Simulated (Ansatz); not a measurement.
BeS:
```cif
data_Be2S2
_chemical_formula_sum 'Be2 S2'
_space_group_name_H-M_alt 'P63/mmc'
_space_group_IT_number 194
_space_group_name_Hall '-P 6c 2c'
_cell_length_a 3.30064
_cell_length_b 3.30064
_cell_length_c 5.24700
_cell_angle_alpha 90.000
_cell_angle_beta 90.000
_cell_angle_gamma 120.000
loop_
_atom_site_label
_atom_site_type_symbol
_atom_site_symmetry_multiplicity
_atom_site_Wyckoff_symbol
_atom_site_fract_x
_atom_site_fract_y
_atom_site_fract_z
_atom_site_occupancy
Be1 Be 2 a 0.00000 0.00000 0.00000 1
S1 S 2 c 0.33333 0.66667 0.25000 1
```

Relaxed with PBE.

Give the optical modes at the zone centre with their infrared and Raman activity from DFPT, PBE in the plane-wave PAW code Ansatz.

Transverse frequencies, without the LO–TO term; a row sums one degenerate level.

| ω (cm⁻¹) | degeneracy | IR ((D/Å)²/amu) | Raman (Å⁴/amu) | activity | symmetry |
|---|---|---|---|---|---|
| 223i | 1 | 53.88 | 0 | IR | A2u |
| 118i | 2 | 0.00 | 0 | silent | E2u |
| 241 | 2 | 94.11 | 0 | IR | E1u |
| 246 | 2 | 0.00 | 21 | Raman | E2g |
| 346 | 1 | 0.00 | 0 | silent | B1g |
| 582 | 1 | 0.00 | 0 | silent | B2u |

How high does the top mode go among those that the LO–TO term moves?

537 cm⁻¹ for q along x, 537 cm⁻¹ for q along y, 438 cm⁻¹ for q along z.

Space group P6_3/mmc (NiAs type). A made-up cell: these elements were put on the sites of a structure type; neither database checked (COD, Materials Project) lists it. COD files the formula under space group No. 216, so this cell is another polymorph or a model. Its standing as an ambient phase is unchecked. Symmetry was held in the PBE relaxation. At this level the phase is dynamically unstable (imaginary phonons).

Potentials: the later of the program's two PAW sets.
